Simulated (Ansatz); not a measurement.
Rb₂Ba₈LiSb₆O₂: field gradients at two levels of theory

Cell: a Materials Project structure (computed, not necessarily an observed phase).

```
CELL_PARAMETERS angstrom
9.25303 0.00000 0.00000
-0.62862 9.26459 0.00000
-4.37069 -4.55390 8.22762
ATOMIC_POSITIONS crystal
Rb 0.99707 0.99392 0.00187
Rb 0.50837 0.50628 0.00347
Ba 0.69396 0.20939 0.71157
Ba 0.00325 0.51811 0.71158
Ba 0.99906 0.45539 0.29201
Ba 0.48067 0.70146 0.68199
Ba 0.33163 0.79510 0.29274
Ba 0.19255 0.02593 0.71735
Ba 0.49549 0.31268 0.30751
Ba 0.79440 0.02549 0.31875
Li 0.03870 0.79924 0.35089
Sb 0.61249 0.11498 0.99636
Sb 0.13458 0.37224 0.00688
Sb 0.38194 0.88530 0.99730
Sb 0.88585 0.63024 0.01601
Sb 0.24217 0.24014 0.49747
Sb 0.75886 0.75587 0.49558
O 0.22526 0.75156 0.47873
O 0.74513 0.26561 0.50943
```

Atoms are numbered from 1 in the order listed; like atoms form one site, named after its first atom.

First run. Computed with Ansatz: DFT, PBE, plane waves and PAW, scalar-relativistic, 420 eV cutoff, Γ-centred 4×4×4 k-points, Fermi–Dirac smearing 0.05 eV.

```tsv
site	atom	V_zz (10²¹ V/m²)	η
Rb1	1	-3.69	0.90
Rb2	2	-3.83	0.74
Ba3	3	-9.38	0.48
Ba5	5	-7.14	0.68
Ba7	7	-7.57	0.62
Ba8	8	-3.42	0.78
Ba9	9	-11.76	0.39
Ba10	10	-6.31	0.52
Sb12	12	45.7	0.12
Sb14	14	46.0	0.12
Sb15	15	30.2	0.25
Sb16	16	7.48	0.73
Sb17	17	7.76	0.75
O18	18	0.59	0.32
```

Second run. The same atoms and settings, except that the functional is r2SCAN and the cutoff is 500 eV.

Q: What does the second run give?

A: 

| site | atom | V_zz | η | change of V_zz |
| --- | --- | --- | --- | --- |
| Rb1 | 1 | -4.10 | 0.85 | -0.41 |
| Rb2 | 2 | -4.26 | 0.70 | -0.43 |
| Ba3 | 3 | -9.74 | 0.49 | -0.36 |
| Ba5 | 5 | -7.41 | 0.72 | -0.27 |
| Ba7 | 7 | -7.86 | 0.65 | -0.29 |
| Ba8 | 8 | -3.56 | 0.84 | -0.14 |
| Ba9 | 9 | -12.15 | 0.40 | -0.39 |
| Ba10 | 10 | -6.37 | 0.55 | -0.06 |
| Sb12 | 12 | 47.3 | 0.12 | +1.56 |
| Sb14 | 14 | 47.5 | 0.12 | +1.56 |
| Sb15 | 15 | 30.2 | 0.27 | +0.03 |
| Sb16 | 16 | 7.09 | 0.78 | -0.39 |
| Sb17 | 17 | 7.36 | 0.80 | -0.40 |
| O18 | 18 | 0.60 | 0.55 | +0.01 |

The largest change of V_zz is on Sb14, from 46.0 to 47.5. In per cent, |V_zz| changes by +11 on Rb, +1 to +4 on Ba, -5 to +3 on Sb (all sites that start above 2). Where |V_zz| stays above 0.1, η moves most on O18, from 0.32 to 0.55. The table leaves out 5 of the 19 sites, with |V_zz| up to 27.16; their tensors move by 0.36 at most along any direction. The statements above cover all sites.

With no gap above 0.1 eV, as in a metal, the gradients converge slowly in k; expect changes of a tenth or more on a denser mesh. Without spin–orbit coupling (the program notes it for Ba, Rb and Sb) the gradients can shift somewhat, as the gap is small. With these PAW files V_zz is typically within 2 to 3 % of all-electron values, but misses above 10 % occur on Li, Sb.
